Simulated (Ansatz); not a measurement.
## Is this TaTiGe₄ structure stable?

It was reached by relaxing an invented guess, and it needn't be the stable form of this composition.

All numbers below come from DFT PBE, scalar-relativistic, plane waves, PAW (Ansatz 0.2.0). The final run on the 6-atom cell used 420 eV, a Γ-centred 10×10×10 mesh, 0.10 eV smearing and no spin polarisation.

```yaml
crystal:
  lattice:
    - [0.00000, 4.35068, 4.43434]
    - [2.53549, 0.00000, 4.43434]
    - [2.53549, 4.35068, 0.00000]
  atoms:
    - { symbol: Ti, position: [0.50000, 0.50000, 0.50000] }
    - { symbol: Ta, position: [0.75000, 0.75000, 0.75000] }
    - { symbol: Ge, position: [0.08369, 0.41631, 0.08369] }
    - { symbol: Ge, position: [0.16180, 0.83820, 0.16180] }
    - { symbol: Ge, position: [0.83820, 0.16180, 0.83820] }
    - { symbol: Ge, position: [0.41631, 0.08369, 0.41631] }
```

Energies over the elements count from the elements' standard structures at the same level, with no fitted energy shifts.

Q: These tests were run: energy against the elements; phonons on a 2×2×2 q mesh; elastic tensor. What do they show?

A:

```
                       test                         result
energy against the elements                  −0.31 eV/atom
  phonons on a 2×2×2 q mesh  no imaginary mode on the mesh
             elastic tensor        least eigenvalue 67 GPa
```

It fails none of these tests. Other phases of the system weren't compared here, so this isn't yet thermodynamic stability.

These runs have no spin–orbit coupling, which can matter for Ta. The run for the phonons used a 10×10×10 k mesh and Fermi–Dirac smearing of 0.15 eV. The run for the elastic tensor used a 10×10×10 k mesh and Fermi–Dirac smearing of 0.15 eV.
